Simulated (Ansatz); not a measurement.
Relaxed BaGaGeH (space group P3m1):

```yaml
crystal:
  lattice:
    - [4.30636, 0.00000, 0.00000]
    - [-2.15318, 3.72942, 0.00000]
    - [0.00000, 0.00000, 5.09325]
  atoms:
    - { symbol: Ba, position: [0.33333, 0.66667, 0.99969] }
    - { symbol: Ga, position: [0.00000, 0.00000, 0.54674] }
    - { symbol: Ge, position: [0.66667, 0.33333, 0.44647] }
    - { symbol: H, position: [0.00000, 0.00000, 0.88699] }
```

Scan: atom 3 (Ge, nearest neighbour Ga at 2.538 Å; its periodic images, 4.3 Å or more away, move with it) is displaced along Cartesian x, direction (1.000, 0.000, 0.000) in Cartesian axes, by s. The other atoms stay.

These are PBEsol (plane waves to 420 eV, PAW, scalar-relativistic; Ansatz, a program for electronic structure) values and carry that method's errors. k mesh 7×7×5 (Γ-centred), Fermi-Dirac smearing 0.05 eV. E stands for the smeared free energy. As the smearing reaches across the gap at some points, energies and forces of such displacements shift with the k mesh and the smearing. BaGaGeH was relaxed with its symmetry unable to fall. ΔE is measured from the undisplaced structure. The last digit holds for this mesh only.

```json
[
 {"s (Å)": "-0.510", "ΔE (meV/cell)": "1122.2"},
 {"s (Å)": "-0.408", "ΔE (meV/cell)": "withheld"},
 {"s (Å)": "-0.306", "ΔE (meV/cell)": "386.0"},
 {"s (Å)": "-0.204", "ΔE (meV/cell)": "169.6"},
 {"s (Å)": "-0.102", "ΔE (meV/cell)": "42.1"},
 {"s (Å)": "0.000", "ΔE (meV/cell)": "0.0"},
 {"s (Å)": "0.102", "ΔE (meV/cell)": "42.1"},
 {"s (Å)": "0.204", "ΔE (meV/cell)": "169.6"},
 {"s (Å)": "0.306", "ΔE (meV/cell)": "386.0"},
 {"s (Å)": "0.408", "ΔE (meV/cell)": "withheld"},
 {"s (Å)": "0.510", "ΔE (meV/cell)": "1122.2"}
]
```

Fit an even polynomial form (powers 2, 4, 6) to the given rows and predict ΔE at s = 0.408.

Least squares on the 9 given rows: ΔE = (4041)·s² + (759.7)·s⁴ + (1115)·s⁶, in meV/cell with s in Å; root-mean-square residual 0.06 meV/cell. At 0.408 the fit gives 698.9 meV/cell; the calculation gives 699.4 meV/cell, so the interpolation is off by -0.5 (-0.1 %). The quadratic term alone would give 672.7 meV/cell.

(For displaced atoms, the force is minus the slope of the energy, and its curvature is a force constant, which sets phonon frequencies.)
